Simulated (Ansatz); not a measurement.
Pd (fcc (Cu type)), relaxed with r²SCAN (Ansatz, an electronic-structure program, plane waves, PAW): a = b = c = 3.907 Å, α = β = γ = 90.00°.

| Item | Result |
|---|---|
| B₀ by P(V) fit (GPa) | 185 |
| K_Hill (GPa) | 186 |
| G_Hill (GPa) | 47.5 |
| Θ_D (K) | 273 |

Problem. The same phase is relaxed and computed with PBE+D3(BJ) in the same code. What are the cell and these values now?

Solution. a = 3.8895 Å, b = 3.8895 Å, c = 3.8895 Å, α = 90.00°, β = 90.00°, γ = 90.00°.

* **B₀ by P(V) fit (GPa)**: 193
* **K_Hill (GPa)**: 194
* **G_Hill (GPa)**: 58.0
* **Θ_D (K)**: 301

All cells were relaxed under the symmetry of their starts (and spin orders); stability against distortions was not tested throughout. Rows with no word on spin ran without spin polarisation. Spin–orbit coupling is left out wherever it is not named.

Potentials: the later of the program's two PAW sets.

Ansatz is a plane-wave DFT program.
